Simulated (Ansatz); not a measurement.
# Conduction electrons in Sc (P6_3/mmc)

```
CELL_PARAMETERS angstrom
3.22691 0.00000 0.00000
-1.61345 2.79458 0.00000
0.00000 0.00000 5.01040
ATOMIC_POSITIONS crystal
Sc 0.33333 0.66667 0.25000
Sc 0.66667 0.33333 0.75000
```

Level of theory, where no other is named: LDA, all-electron LAPW in Ansatz 0.2.0, scalar-relativistic. k mesh 14×14×8, fine mesh 20×20×12, Fermi-Dirac smearing of 0.100 eV, basis error target 1 meV/atom. The cell was relaxed by PAW under this functional, which moved its volume by -10 % from the database entry's.

Levels and slopes are solved on a 20×20×12 mesh, and each state is taken as quadratic over its cell.

Task: What is the density of states at the Fermi level, and which bare Sommerfeld coefficient follows?

Result: N(E_F) = 1.79 states/eV/atom (both spins), so γ = (π²/3) k_B² N(E_F) = 4.21 mJ/(mol-atom K²) without electron-phonon or spin-fluctuation enhancement.

Task: What Drude plasma energy and σ/τ do the band velocities give?

Result: (ħω_p,α)² = (e²/ε₀VN_k) Σ_nkσ (∂E/∂k_α)² δ(E − E_F) gives ħω_p = (3.43, 3.43, 5.41) eV along x, y, z, and σ/τ = ε₀ω_p² = 2.41×10²⁰ Ω⁻¹m⁻¹s⁻¹ along x. Weighted by the density of states, the mean Fermi speed is 0.286×10⁶ m/s; the surface has an area of 18.5 Å⁻² for each spin direction.

Task: Which bands cross the Fermi level, and what do they carry?

Result: 

| band | filled part | N (states/eV/cell) | speed (10⁶ m/s) | 5th to 95th percentile | area (Å⁻²) | filling |
| --- | --- | --- | --- | --- | --- | --- |
| 1 | 0.67 | 1.86 | 0.295 | 0.21 to 0.37 | 9.93 | partly filled |
| 2 | 0.33 | 1.71 | 0.277 | 0.20 to 0.41 | 8.54 | partly filled |

Task: Map the plane k₃ = 0 of the mesh: how many bands lie under the Fermi level at each point, counted from the least on the plane?

Result: k₁ runs to the right and k₂ upwards, each from −½ to ½ with 0 in the middle (the axes needn't be at right angles):
```
22222222222222222222
22222222222222222222
22211111111222222222
22211111111122222222
22211110011112222222
22211100000111222222
22211000000001122222
22211000000000112222
22211100000000111222
22211100000000011122
22221110000000011122
22222110000000001122
22222211000000001122
22222221110000011122
22222222111100111122
22222222211111111122
22222222221111111122
22222222222222222222
22222222222222222222
22222222222222222222
```

Task: On PAW files the program sums the optical response inside the mesh cells, interband lines and its own Drude term. Where does ε₁ rise through zero (a sharp plasmon if ε₂ is small there), and how much light is reflected?

Result: 

```json
{
  "Fine mesh": "20, 20, 12",
  "Window top": "25 eV",
  "Line width": "0.1 eV",
  "Drude damping": "0.03 eV",
  "ε₁ rises through zero at x": "0.67, 5.53, 7.63, 12.98 eV",
  "ε₂ there x": "25.86, 1.83, 1.09, 0.33",
  "ε₁ rises through zero at z": "1.05, 5.82, 7.64, 8.54, 12.56 eV",
  "ε₂ there z": "17.15, 1.98, 1.01, 2.37, 0.3",
  "Plasma energy (x, y, z)": "3.293, 3.293, 4.873 eV",
  "Reflectivity at 1 eV, x-polarised": "0.552",
  "Reflectivity at 2 eV, x-polarised": "0.5979",
  "Reflectivity at 3 eV, x-polarised": "0.5326"
}
```

The plasma energy here is the program's own sum at the run's smearing; it differs from the value above by up to 10 %, through mesh and smearing.

Task: What does PAW give for the same cell?

Result: N(E_F) = 1.79 states/eV/atom and ħω_p,x = 3.43 eV.

Caveats: large density of states at the Fermi level, a magnetic or distorted state may lie lower; these sums move with the mesh, by several per cent and more for small sheets; frozen-core PAW files fitted under PBE, their cores solved anew for the functional of the run.
